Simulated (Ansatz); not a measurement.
ReNCl4:
```xyz
6
Lattice="-4.1579 4.1579 2.0062 4.1579 -4.1579 2.0062 4.1579 4.1579 -2.0062" Properties=species:S:1:pos:R:3 pbc="T T T"
Re     0.0000     0.0000     3.9513
N      0.0000     0.0000     2.2875
Cl     3.5458     1.9794     2.2971
Cl     6.1374     0.6121     0.2909
Cl     0.6121     2.1785     0.2909
Cl    -1.9794     3.5458     2.2971
```

Relaxed with r²SCAN+D4.

Question: Map the electron localisation function on the plane through (0.985, 0.985, 0.000) spanned by u = [1, 1, 0] and v = [1, -1, 0] in lattice vectors, from r²SCAN+D4 in the plane-wave PAW code Ansatz.

Answer: x is the fraction of u, y of v (the angle between them is 90°; rows are the nearest grid lines); atoms in the plane: Re at (0.00, 0.00), Re at (0.50, 0.50), N at (0.09, 0.50), N at (0.59, 0.00).
```
|247862179982037645642|
|776421137998888634677|
|332111013577777532223|
|555543200000000011345|
|777776420000000013567|
|666653100000000000246|
|234310000123431000012|
|000000024677777531000|
|000000134667766532000|
|234432111122332110012|
|777775322233211101357|
|854687457767875116998|
|854687457767875116998|
|777775322233211101357|
|234432111122332110012|
|000000134667766532000|
|000000024677777531000|
|234310000123431000012|
|666653100000000000246|
|777776420000000013567|
|555543200000000011345|
|332111013577777532223|
|776421137998888634677|
|247862179982037645642|
```
Scale: ten equal steps from 0.005 (start of '0') to 0.918 (end of '9'), in the order '0123456789'; x runs from 0.000 to 1.00, y from 0.000 (bottom) to 1.00 (top).

The density is the valence pseudo-density with augmentation charge, so density and ELF within about 1 Å of a nucleus are not all-electron values.

Space group I4. The first step of the workflow began from a Materials Project structure, measured or hypothetical; the Crystallography Open Database copy checked does not list it. Whether it is the stable phase at ambient conditions was not checked. Symmetry was held in the r²SCAN+D4 relaxation; its stability against distortions is not shown here. No spin polarisation was allowed. Spin–orbit coupling is left out wherever it is not named.

Potentials: the later of the program's two PAW sets.
